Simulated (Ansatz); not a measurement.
Input:

TaW3:
```
CELL_PARAMETERS angstrom
      0.00000     3.17879     3.17879
      3.17879     0.00000     3.17879
      3.17879     3.17879     0.00000
ATOMIC_POSITIONS crystal
  Ta 0.00000 0.00000 0.00000
  W  0.25000 0.25000 0.25000
  W  0.75000 0.75000 0.75000
  W  0.50000 0.50000 0.50000
```

This is the PBEsol-relaxed structure.

Question: All from PBEsol (plane waves, PAW; program Ansatz), unless another level is named. Predict the Hill bulk and shear moduli.

Answer: 295 and 132 GPa.

Question: Give the elastic constants (relaxed ions, GPa).

Answer: C11 = 495, C12 = 194, C44 = 121.

Space group Fm-3m. The workflow started from a Materials Project entry (that database holds measured and hypothetical structures alike); the Crystallography Open Database copy checked does not list it. With Ta and W taken as one species the cell has the higher symmetry Im-3m, so it may be an ordered model of a mixed-site phase. Whether it is the stable phase at ambient conditions was not checked. The PBEsol relaxation kept the symmetry of its start; whether a distortion lowers the energy is not shown. The run is not spin-polarised. As this level gives no gap, shear constants depend on the k-mesh and smearing (Fermi–Dirac, 0.1 eV here). Scalar-relativistic: spin–orbit coupling is off unless named, which matters more the heavier the elements.

Potentials: the later of the program's two PAW sets.
